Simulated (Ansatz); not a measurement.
A trial cell of TiAl was relaxed with PBE (plane waves to 420 eV, PAW, scalar-relativistic; Ansatz, a program for electronic structure).

Before: P6₃mc (No. 186), hP12; a = 3.5158 Å, b = 3.5158 Å, c = 17.2520 Å, α = 90.00°, β = 90.00°, γ = 120.00°.

After relaxation:

Simulated powder pattern, Mo Kα, λ = 0.71073 Å (kinematic, ideal powder, no thermal factors, no anomalous dispersion; the 24 strongest lines at most, above 1 %, up to 2θ = 45°):

```tsv
2θ (°)	I/Imax (%)
7.34	17
12.69	6.2
14.70	6.9
17.95	100
18.01	87
19.41	8.0
22.04	1.2
23.28	11
24.48	2.4
25.53	30
29.66	6.8
30.52	1.1
31.35	17
31.39	31
32.24	1.2
34.79	2.9
34.88	23
35.64	1.2
36.36	10
39.42	1.8
40.86	12
43.70	9.9
44.95	4.1
```

**Question.** Identify the relaxed structure from its pattern: crystal system, space group and cell.

**Answer.** Hexagonal, P6mm (No. 183), hP6; a = b = 4.5560 Å, c = 5.5538 Å, α = β = 90.00°, γ = 120.00°. Sites: Ti 1a (0.000, 0.000, 0.307); Ti 2b (0.333, 0.667, 0.536); Al 1a (0.000, 0.000, 0.790); Al 2b (0.333, 0.667, 0.039).

**Question.** Index the strongest lines.

**Answer.** 17.95° (1 1 -2 0), 18.01° (1 0 -1 2), 25.53° (2 0 -2 2), 31.39° (2 1 -3 2), 34.88° (1 1 -2 4).

No spin polarisation in the result.

The run could not lose the symmetry of its start, so the end can be a saddle point.

The relaxed structure here is a generated cell of TiAl: the first start was made by placing the elements on the sites of a structure type, and the end was not matched to a known phase here, so it may be hypothetical. Known forms of TiAl include space group No. 123.
